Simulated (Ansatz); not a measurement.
Al:
```cif
data_Al
_chemical_formula_sum 'Al1'
_space_group_name_H-M_alt 'P 1'
_space_group_IT_number 1
_cell_length_a 2.82187
_cell_length_b 2.82187
_cell_length_c 2.82187
_cell_angle_alpha 60.000
_cell_angle_beta 60.000
_cell_angle_gamma 60.000
loop_
_space_group_symop_operation_xyz
  'x, y, z'
loop_
_atom_site_label
_atom_site_type_symbol
_atom_site_fract_x
_atom_site_fract_y
_atom_site_fract_z
_atom_site_occupancy
Al1 Al 0.00000 0.00000 0.00000 1
```

Relaxed with r²SCAN.

Task: Which orbitals make up the states near the Fermi level in plane-wave PAW r²SCAN (Ansatz code)?

Result: Within 0.5 eV of the Fermi level: Al 3p 65 %, Al 3s 29 %, outside the projected shells 6 %. Projections are on Löwdin-orthogonalised atomic valence shells; empty p or d shells of many metals are not among them.

Task: Tabulate the density of states.

Result: States/eV per cell of 1 atom, in 0.25 eV bins, energy from the Fermi level.

```csv
E (eV),total,Al 3p,Al 3s
-7.85,0.22,0.15,0.06
-7.60,0.22,0.16,0.07
-7.35,0.23,0.16,0.07
-7.10,0.24,0.17,0.07
-6.85,0.24,0.17,0.07
-6.60,0.25,0.18,0.07
-6.35,0.26,0.18,0.07
-6.10,0.27,0.19,0.07
-5.85,0.27,0.20,0.07
-5.60,0.28,0.21,0.07
-5.35,0.30,0.23,0.07
-5.10,0.31,0.24,0.07
-4.85,0.29,0.23,0.06
-4.60,0.28,0.22,0.06
-4.35,0.29,0.21,0.07
-4.10,0.31,0.22,0.08
-3.85,0.31,0.22,0.09
-3.60,0.33,0.23,0.09
-3.35,0.35,0.25,0.09
-3.10,0.35,0.25,0.09
-2.85,0.35,0.25,0.09
-2.60,0.34,0.24,0.09
-2.35,0.33,0.23,0.09
-2.10,0.31,0.21,0.09
-1.85,0.31,0.22,0.08
-1.60,0.34,0.24,0.09
-1.35,0.36,0.24,0.10
-1.10,0.39,0.26,0.11
-0.85,0.38,0.26,0.10
-0.60,0.36,0.25,0.09
-0.35,0.32,0.23,0.08
-0.10,0.31,0.21,0.09
0.15,0.38,0.23,0.12
0.40,0.39,0.24,0.12
0.65,0.40,0.25,0.12
0.90,0.39,0.24,0.11
1.15,0.39,0.24,0.11
1.40,0.39,0.24,0.11
1.65,0.39,0.24,0.10
1.90,0.39,0.24,0.11
2.15,0.40,0.24,0.11
2.40,0.40,0.24,0.12
2.65,0.41,0.24,0.12
2.90,0.42,0.24,0.12
3.15,0.42,0.24,0.12
3.40,0.42,0.24,0.12
3.65,0.43,0.25,0.12
3.90,0.44,0.25,0.12
4.15,0.44,0.25,0.12
4.40,0.45,0.26,0.11
4.65,0.46,0.26,0.11
```

Space group Fm-3m (fcc (Cu type)). Symmetry was held in the r²SCAN relaxation.

Potentials: the earlier of the program's two PAW sets.
